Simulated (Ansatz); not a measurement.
# YCoC4N4: from a guess to a relaxed structure

Method: Ansatz 0.2.0, DFT PBE, scalar-relativistic, plane waves, PAW. Cutoff 420 eV, Gaussian smearing, Γ-centred meshes. Cell and atoms relax first on a coarse mesh and then on a finer one. In between, the cell is made exact in the group found at 0.06 Å. In metals the finer mesh still leaves noise of several meV/atom or more. The steps can't lower the symmetry of their start. Collinear spin, starting moments Co 3.0 μB.

A trial structure of YCoC4N4 was built thus: two interpenetrating cyanide-bridged diamond nets (P-43m, No. 215). The dimensions are guesses.

```cif
data_structure
_symmetry_space_group_name_H-M 'P 1'
_symmetry_Int_Tables_number 1
_cell_length_a 6.1164
_cell_length_b 6.1164
_cell_length_c 6.1164
_cell_angle_alpha 90.000
_cell_angle_beta 90.000
_cell_angle_gamma 90.000
_cell_volume 228.82
loop_
_atom_site_label
_atom_site_type_symbol
_atom_site_fract_x
_atom_site_fract_y
_atom_site_fract_z
_atom_site_occupancy
Y1 Y 0.50000 0.50000 0.50000 1
Co1 Co 0.00000 0.00000 0.00000 1
C1 C 0.18095 0.18095 0.18095 1
C2 C 0.18095 0.81905 0.81905 1
C3 C 0.81905 0.18095 0.81905 1
C4 C 0.81905 0.81905 0.18095 1
N1 N 0.29139 0.29139 0.29139 1
N2 N 0.29139 0.70861 0.70861 1
N3 N 0.70861 0.29139 0.70861 1
N4 N 0.70861 0.70861 0.29139 1
```

Energies over the elements count from the elements' standard structures at the same level (N₂ as a molecule), with no fitted energy shifts.

Question: Describe the relaxed structure.

Answer: The symmetry stays P-43m (No. 215). The volume per atom stays near 22.8 Å³. The shortest distance goes from 1.17 Å (C–N) to 1.18 Å (C–N). Conventional cell: a = 6.113 Å. Y has 4 N at 2.24 Å; Co has 4 C at 1.87 Å; C has 1 N at 1.18 Å and 1 Co at 1.87 Å; N is surrounded by 1 C at 1.18 Å and 1 Y at 2.24 Å.

```xyz
10
Lattice="6.1133 0.0000 0.0000 0.0000 6.1133 0.0000 0.0000 0.0000 6.1133" Properties=species:S:1:pos:R:3 pbc="T T T"
Y     3.0566    3.0566    3.0566
Co    0.0000    0.0000    0.0000
C     1.0806    1.0806    1.0806
C     1.0806    5.0327    5.0327
C     5.0327    1.0806    5.0327
C     5.0327    5.0327    1.0806
N     1.7642    1.7642    1.7642
N     1.7642    4.3490    4.3490
N     4.3490    1.7642    4.3490
N     4.3490    4.3490    1.7642
```

Question: How does it come out in energy, and is it a metal?

Answer:

| Quantity | Value |
| --- | --- |
| Formation energy | −0.01 eV/atom |
| Gap on the 6×6×6 mesh of the 10-atom cell | 0 eV (a metal) |
| Net moment per atom | 0.20 μB |
| Moment by site | Co 1.4 μB |

The formation energy is too near zero to say whether this cell lies below the elements.

The last run used collinear spin and Gaussian smearing of 0.10 eV. For metals, differences of a few meV/atom aren't resolved. In such compounds of Co a zero gap at this level may well be an artefact, since no Hubbard U is applied. The reference form of C is held partly by dispersion forces, which this level lacks. Another magnetic order may lie lower. Symmetry constrained the relaxation, so the result can be a saddle point. Site moments count only spheres around the atoms; the net moment includes the space between them.
